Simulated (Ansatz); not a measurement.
The cell of SnH₅ is invented: random cell by space group and Wyckoff sites (F-43m, No. 216). The dimensions are guesses.

```xyz
6
Lattice="0.0000 3.0508 3.0508 3.0508 0.0000 3.0508 3.0508 3.0508 0.0000" Properties=species:S:1:pos:R:3 pbc="T T T"
Sn    1.5254    1.5254    1.5254
H     3.9964    3.9964    3.9964
H     2.1052    2.1052    3.9964
H     2.1052    3.9964    2.1052
H     3.9964    2.1052    2.1052
H     0.0000    0.0000    0.0000
```

The calculation used DFT PBE, scalar-relativistic, plane waves, PAW in Ansatz. Cutoff 420 eV, Gaussian smearing, Γ-centred meshes. Cell and atoms relax first on a coarse mesh and then on a finer one. In between, the cell is made exact in the group found at 0.06 Å. In metals the finer mesh still leaves noise of several meV/atom or more. The steps can't lower the symmetry of their start. No spin polarisation.

A guess keeps its type if space group and coordination stay and the shape of the cell changes little (axis ratios within about 15 %, angles within 6°); the volume may change.

**Question.** Will the relaxed cell still be of the starting type?

**Answer.** It keeps its type. The symmetry stays F-43m (No. 216). The volume per atom shrinks by 27.5 %, from 9.5 to 6.9 Å³. The shortest distance goes from 1.64 Å (H–H) to 1.47 Å (H–H). Counting neighbours within 15 % of an atom's shortest distance, the start has H 3/16, Sn 16 and the end H 3/16, Sn 16.

The zero of energy is the elements' standard structures at the same level (H₂ as a molecule); no fitted shifts are applied. The references include grey tin.

**Question.** At what energy does it end?

**Answer.** +0.99 eV/atom. A positive value: parting into the elements would lower its energy.

The last run used a 12×12×12 mesh for its 6-atom cell and Gaussian smearing of 0.10 eV. The cell is a metal run without spin; a magnetic state may lie lower. With hydrogen, zero-point motion can shift formation energies by some tens of meV/atom. A structure relaxed within its symmetry needn't be a true minimum. Another cell of SnH5 relaxed alike, in I4/mmm, lies 0.32 eV/atom lower, so this cell isn't the stable form at this level.

In counts of neighbours, a slash parts the counts of unlike sites.
